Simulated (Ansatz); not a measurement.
The relaxed structure here is a generated cell of TiC: the first start was made by placing the elements on the sites of a structure type, and the end was not matched to a known phase here, so it may be hypothetical. Known forms of TiC include space group No. 225.

A relaxed cell of TiC (Pmma (No. 51)), relaxed on a k-mesh at least as fine as the one used below. These are r2SCAN (plane waves to 500 eV, PAW, scalar-relativistic; Ansatz, an electronic-structure program) values and carry that method's errors. Γ-centred k-mesh 11×11×12 on the run's cell (coarser than for final values), Fermi–Dirac smearing 0.05 eV.

```xyz
8
Lattice="10.7921 0.0000 0.0000 5.3960 2.8874 0.0000 0.0000 0.0000 2.7754" Properties=species:S:1:pos:R:3 pbc="T T T"
C     10.7921     1.4437     1.3877
C      5.3960     1.4437     1.3877
C      2.6980     1.4437     1.3877
C      8.0941     1.4437     1.3877
Ti     4.0470     0.0000     2.1124
Ti     9.4431     0.0000     2.1124
Ti     1.3490     0.0000     0.6630
Ti     6.7451     0.0000     0.6630
```

The atoms are displaced along an unstable phonon of this cell by (Å):

```tsv
atom	ux	uy	uz
C1	0.000	0.000	0.000
C2	0.000	0.000	0.000
C3	-0.071	0.000	0.132
C4	0.071	0.000	-0.132
Ti5	0.000	0.000	0.000
Ti6	0.000	0.000	0.000
Ti7	0.000	0.000	0.000
Ti8	0.000	0.000	0.000
```

What forces (eV/Å) and pressure result?


```tsv
atom	Fx	Fy	Fz
C1	0.00	0.00	0.00
C2	0.00	0.00	0.00
C3	-0.06	0.00	0.15
C4	0.06	0.00	-0.15
Ti5	0.03	-0.01	-0.05
Ti6	0.03	0.01	-0.05
Ti7	-0.03	0.01	0.05
Ti8	-0.03	-0.01	0.05
```

Pressure -0.2 GPa.

The undisplaced cell is probably no minimum: from this displacement the run went on to C2/m (No. 12), 0.16 eV/atom below it.

No spin polarisation in the result.
